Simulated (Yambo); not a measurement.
Yambo run on LiNO$_{3}$ (space group R-3c, No. 167). The wavefunctions are norm-conserving PBEsol (Quantum ESPRESSO, 84 Ry, no spin-orbit coupling) ones on a 4×4×4 mesh (26 occupied bands); a = b = c = 5.6283 Å, α = β = γ = 48.85°.

Yambo input:

```
rim_cut
HF_and_locXC
RandQpts= 1000000
RandGvec= 1 Ry
EXXRLvcs= 84 Ry
VXCRLvcs= 336 Ry
% QPkrange
 1 | 1 | 26 | 27 |
 3 | 3 | 26 | 27 |
 7 | 7 | 26 | 27 |
 8 | 8 | 26 | 27 |
 13 | 13 | 26 | 27 |
%
```

k points by index: 1 = Γ, 3 = L, 7 = F, 8 = (0.25, 0.25, 0.25), 13 = Z.

Resulting energies as the program prints them:

```
#    K-point    Band    Eo [eV]    Ehf [eV]    Vxc [eV]    Vnlxc [eV]
#
    1    26    -0.818888    -7.598627    -19.10853    -25.88827
    1    27    3.070202    8.161967    -18.11123    -13.01947
    3    26    -0.089433    -6.735515    -20.31784    -26.96392
    3    27    3.533743    8.547993    -18.89906    -13.88482
    7    26    0.000000    -6.651945    -20.48098    -27.13293
    7    27    3.397029    8.462628    -18.66411    -13.59852
    8    26    -0.870211    -7.665256    -19.02342    -25.81846
    8    27    3.053328    8.073081    -17.97797    -12.95821
    13    26    -0.941961    -7.776851    -18.98453    -25.81942
    13    27    3.142280    8.022691    -17.99768    -13.11727
```
Exchange alone, without screening.

Geometry of the Materials Project entry, not relaxed at this level.

The structure is a Materials Project entry; no match was found in the copy of COD used, and its stability was not checked.
